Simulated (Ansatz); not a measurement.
Suppose Tl3Sb2Mo takes space group P4/mmm (No. 123), with Tl on 2g and 1a; Sb on 2h; Mo on 1d.

The calculation used DFT PBE, scalar-relativistic, plane waves, PAW (Ansatz). Cutoff 420 eV, Γ-centred mesh, Gaussian smearing, collinear spin.

Energies over the elements count from the elements' standard structures at the same level, with no fitted energy shifts.

Task: Which cell and coordinates does it relax to?

Result:

Space group P4/mmm (No. 123). a = 3.843 Å, b = 3.843 Å, c = 10.726 Å, α = 90.00°, β = 90.00°, γ = 90.00°
```
atom  site  symmetry       x       y       z
  Tl    2g       4mm  0.0000  0.0000  0.6365
  Tl    1a     4/mmm  0.0000  0.0000  0.0000
  Sb    2h       4mm  0.5000  0.5000  0.7732
  Mo    1d     4/mmm  0.5000  0.5000  0.5000
```

Tl on a site of symmetry 4mm is surrounded by 1 Tl at 2.93 Å, 4 Mo at 3.09 Å, 4 Sb at 3.09 Å and 5 Tl at 3.84–3.90 Å; Tl on a site of symmetry 4/mmm is surrounded by 8 Sb at 3.65 Å and 6 Tl at 3.84–3.90 Å; Sb is surrounded by 1 Mo at 2.93 Å, 4 Tl at 3.09 Å, 4 Tl at 3.65 Å and 4 Sb at 3.84 Å; Mo is surrounded by 2 Sb at 2.93 Å, 8 Tl at 3.09 Å and 4 Mo at 3.84 Å. Another local minimum with the same sites may exist.

Task: And its energy and gap?

Result: The formation energy is +0.49 eV/atom and the gap on the 10×10×4 mesh of the 6-atom cell is 0 eV (a metal). The net moment per atom is 0.00 μB. The moment by site is all under 0.1 μB. A positive value: parting into the elements would lower its energy.

The last run used collinear spin and Gaussian smearing of 0.10 eV. These runs have no spin–orbit coupling, which can matter for Sb and Tl. A structure relaxed within its symmetry needn't be a true minimum. Site moments count only spheres around the atoms; the net moment includes the space between them.
